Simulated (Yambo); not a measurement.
G0W0@PBEsol for KMgH3 (cubic perovskite, space group Pm-3m, No. 221) in Yambo. Reference settings: 4×4×4 Γ-centred k mesh, bands 5 to 115 and a 8 Ry block in the screening, 115 bands in G with the Bruneval-Gonze terminator, plasmon pole fitted at 27.2 eV. The PBEsol gap X → R on this mesh is 2.33 eV; G0W0 gaps are taken between the same points.

With and without the terminator, as bands are cut:

```json
[
 {"bands in G (in W)": "42 (115)", "gap, terminator (eV)": "4.622", "gap, none (eV)": "4.502", "valence shift, terminator (eV)": "-1.453", "valence shift, none (eV)": "-1.124"},
 {"bands in G (in W)": "73 (115)", "gap, terminator (eV)": "4.631", "gap, none (eV)": "4.583", "valence shift, terminator (eV)": "-1.495", "valence shift, none (eV)": "-1.366"},
 {"bands in G (in W)": "115 (115)", "gap, terminator (eV)": "4.636", "gap, none (eV)": "4.621", "valence shift, terminator (eV)": "-1.508", "valence shift, none (eV)": "-1.462"}
]
```

Over this range the gap spans 0.014 eV with the terminator and 0.119 eV without, the valence shift 0.055 eV and 0.338 eV. Neither column has reached its limit for certain.

Geometry of the Materials Project entry, not relaxed at this level; primitive cell a = b = c = 3.988 Å, α = β = γ = 90.00°.

A shift is the quasiparticle energy of the state minus its PBEsol energy.
